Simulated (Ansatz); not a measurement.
**MnS: elastic constants from stress and strain**

```
CELL_PARAMETERS angstrom
0.00000 2.55096 2.55096
2.55096 0.00000 2.55096
2.55096 2.55096 0.00000
ATOMIC_POSITIONS crystal
Mn 0.00000 0.00000 0.00000
S 0.50000 0.50000 0.50000
```

Atoms are numbered in the order listed.

The structure comes from a relaxation in the same program, started in the rocksalt type, and has space group Fm-3m. Whether it is a known phase or the ground state wasn't checked.

Other magnetic orders may lie lower; this is the state that the run reached.

These are results of DFT, PBE, all-electron LAPW, scalar-relativistic (Ansatz 0.2.0), not measurements.

Numerical set-up: a Γ-centred 16×16×16 k mesh, Fermi–Dirac smearing of 0.08 eV, basis error target 0.5 meV/atom, spin-polarised from start moments Mn1 4 μB.

The unstrained cell is at 0.02 GPa. Large strains and very small stresses are left out. Each strain is applied once, with fractional coordinates held (clamped ions), and σ below is the change of stress, positive in tension. One finite strain gives stress–strain coefficients at this pressure with an error of the order of the strain times third-order constants, a few per cent for each per cent of strain. In a metal the k mesh adds noise of tens of per cent to soft shears.

Task: With equal xy, yz and zx engineering shear strains of +1.5 %, the run gives σxy = 0.58 GPa and γxy = 2εxy = 0.0150. Which stiffness follows?

Result: C44 (clamped ions) = σxy/γxy = 39 GPa.

Task: With equal xy, yz and zx engineering shear strains of -1 %, the run gives σxy = -0.38 GPa and γxy = 2εxy = -0.0100. Which stiffness follows?

Result: C44 (clamped ions) = σxy/γxy = 38 GPa.
